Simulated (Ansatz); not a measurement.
HfSi₂:
```cif
data_Hf2Si4
_chemical_formula_sum 'Si4 Hf2'
_space_group_name_H-M_alt 'P 1'
_space_group_IT_number 1
_cell_length_a 7.52128
_cell_length_b 7.52128
_cell_length_c 3.65934
_cell_angle_alpha 90.000
_cell_angle_beta 90.000
_cell_angle_gamma 151.647
loop_
_space_group_symop_operation_xyz
  'x, y, z'
loop_
_atom_site_label
_atom_site_type_symbol
_atom_site_fract_x
_atom_site_fract_y
_atom_site_fract_z
_atom_site_occupancy
Si1 Si 0.55438 0.44562 0.75000 1
Si2 Si 0.44562 0.55438 0.25000 1
Hf1 Hf 0.89455 0.10545 0.75000 1
Hf2 Hf 0.10545 0.89455 0.25000 1
Si3 Si 0.25025 0.74975 0.75000 1
Si4 Si 0.74975 0.25025 0.25000 1
```

Relaxed with PBE.

Q: Tabulate the valence density and the electron localisation function along the shortest Si–Hf contact (2.70 Å), PBE (plane waves, PAW; program Ansatz).

A: 

```tsv
distance from Si (Å)	density (e/Å³)	ELF
0.27	0.13	0.34
0.41	0.22	0.33
0.54	0.34	0.46
0.68	0.42	0.64
0.81	0.45	0.75
0.95	0.42	0.78
1.08	0.38	0.73
1.22	0.34	0.58
1.35	0.32	0.37
1.49	0.36	0.22
1.62	0.52	0.22
1.76	1.01	0.36
1.89	2.29	0.58
2.03	5.08	0.74
2.16	10.11	0.82
2.30	17.46	0.84
2.43	25.86	0.82
```

The density is the valence pseudo-density with augmentation charge, so density and ELF within about 1 Å of a nucleus are not all-electron values.

Space group Cmcm. The PBE relaxation kept the symmetry of its start; of distortions, only those at the zone centre were tested. No spin polarisation was allowed. Spin–orbit coupling is left out wherever it is not named.

Potentials: the later of the program's two PAW sets.
